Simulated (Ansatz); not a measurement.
BeS:
```
CELL_PARAMETERS angstrom
      3.45011     0.00000     0.00000
     -1.72505     2.98788     0.00000
      0.00000     0.00000     7.83212
ATOMIC_POSITIONS crystal
  Be 0.00000 0.50000 0.33333
  Be 0.50000 0.50000 0.66667
  Be 0.50000 0.00000 0.00000
  S  0.00000 0.50000 0.83333
  S  0.50000 0.50000 0.16667
  S  0.50000 0.00000 0.50000
```

Relaxed with r²SCAN. Special points in fractions of this cell's reciprocal vectors: Γ (0.000, 0.000, 0.000); M (0.500, 0.000, 0.000); K (0.333, 0.333, 0.000); A (0.000, 0.000, 0.500); L (0.500, 0.000, 0.500); H (0.333, 0.333, 0.500).

Question: List the band energies nearest the valence-band maximum at these points for plane-wave PAW r²SCAN (Ansatz code).

Answer: In eV from the valence-band maximum; about four levels below and three above (degenerate sets whole), none deeper than 8.9 eV; points with the same levels are listed once.

```tsv
k	below	above
Γ	-0.65 -0.65 -0.30 0.00	4.67 4.67 5.54
M	-2.26 -2.20 -1.76 -1.69	3.18 3.42 4.31
K	-3.95 -3.95 -2.57 -1.74 -1.74	4.50 4.78 4.78
A	-0.72 -0.44 -0.44 -0.38	4.14 5.73 5.81 5.81
L	-2.48 -2.01 -1.69 -1.28	3.70 4.36 4.60
H	-3.34 -3.34 -2.66 -1.20	4.90 5.57 6.50 6.50
```

Space group P6_422. The start of the workflow was typed in or built on a structure type; neither database checked (COD, Materials Project) lists it. COD files the formula under space group No. 216, so this cell is another polymorph or a model. Whether it is the stable phase at ambient conditions was not checked. Symmetry was held in the r²SCAN relaxation; whether a distortion lowers the energy is not shown.

Potentials: the later of the program's two PAW sets.
